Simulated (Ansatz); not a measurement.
Starting cell, TiSi2 (C49 type, space group Cmcm):

```yaml
crystal:
  lattice:
    - [1.77307, -6.78170, 0.00000]
    - [1.77307, 6.78170, 0.00000]
    - [0.00000, 0.00000, 3.57984]
  atoms:
    - { symbol: Si, position: [0.94083, 0.05917, 0.75000] }
    - { symbol: Si, position: [0.05917, 0.94083, 0.25000] }
    - { symbol: Si, position: [0.25028, 0.74972, 0.75000] }
    - { symbol: Si, position: [0.74972, 0.25028, 0.25000] }
    - { symbol: Ti, position: [0.60319, 0.39681, 0.75000] }
    - { symbol: Ti, position: [0.39681, 0.60319, 0.25000] }
```

Scan: atom 2 (Si, nearest neighbour Si at 2.404 Å; its periodic images, 3.5 Å or more away, move with it) is displaced along Cartesian z, direction (0.000, 0.000, 1.000) in Cartesian axes, by s. The other atoms stay.

Computed with PBE (plane waves to 420 eV, PAW, scalar-relativistic; Ansatz, an electronic-structure program). k mesh 11×11×11 (Γ-centred), Fermi-Dirac smearing 0.05 eV. The energy includes the smearing's −TS. Stress and pressure are positive under compression. With partly filled bands, energies and forces of such displacements shift with the k mesh and the smearing. F∥ is the force on the atom along that direction. F⊥ is the part of the force across the line. This is one of several known forms of TiSi2; the measured ambient cells at hand have space group No. 70. TiSi2 is run without spin polarisation. TiSi2 was relaxed with its symmetry unable to fall. ΔE is measured from the undisplaced structure.

```tsv
s (Å)	ΔE (eV/cell)	F∥ (eV/Å)	|F⊥| (eV/Å)	P (GPa)
-0.240	0.397	3.335	0.367	1.9
-0.192	0.253	2.654	0.231	1.2
-0.144	0.142	1.982	0.129	0.7
-0.096	0.063	1.316	0.057	0.3
-0.048	0.016	0.657	0.014	0.1
0.000	0.000	0.000	0.000	0.0
0.048	0.016	-0.657	0.014	0.1
0.096	0.063	-1.316	0.057	0.3
0.144	0.142	-1.982	0.129	0.7
0.192	0.253	-2.654	0.231	1.2
0.240	0.397	-3.335	0.367	1.9
```

Key numbers:

| Property | Result |
|---|---|
| Energy at s = 0.240 Å | 397 meV/cell |
| Force along the line at s = -0.240 Å | 3.33 eV/Å |
| Symmetry of the curve | even: the same for both signs |
| Shape of the curve | a single well with its minimum at or next to zero displacement |
| Force constant k = d²E/ds² at s = 0 (finite differences) | 13.7 eV/Å² |
| Harmonic estimate at the end of the scan | ½ks² = 394 meV/cell against the computed 397 meV/cell, so the well is close to harmonic there |

(A displaced cell: forces are minus the slopes of the energy, force constants its curvatures, and phonons follow from these.)
